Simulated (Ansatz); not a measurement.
Tc (hcp (Mg type), space group No. 194) under volume change, the program Ansatz at the PBE level (PAW), shape and atoms relaxed at each volume.

| V (Å³/atom) | E − E(relaxed) (meV/atom) | P (GPa) |
|---|---|---|
| 13.141 | 129.7 | 34.83 |
| 13.574 | 54.4 | 21.27 |
| 14.008 | 12.8 | 9.76 |
| 14.441 | 0.0 | 0.00 |
| 14.874 | 11.5 | -8.29 |
| 15.307 | 43.7 | -15.30 |
| 15.740 | 93.3 | -21.22 |

**Question.** What does a third-order Birch–Murnaghan fit give for V₀, B₀ and B′?

**Answer.** V₀ = 14.44 Å³/atom, B₀ = 299 GPa, B′ = 4.5.

Space group P6_3/mmc (hcp (Mg type)). The cell was relaxed with PBE under the symmetry of its start. No spin polarisation was allowed.

Potentials: the later of the program's two PAW sets.
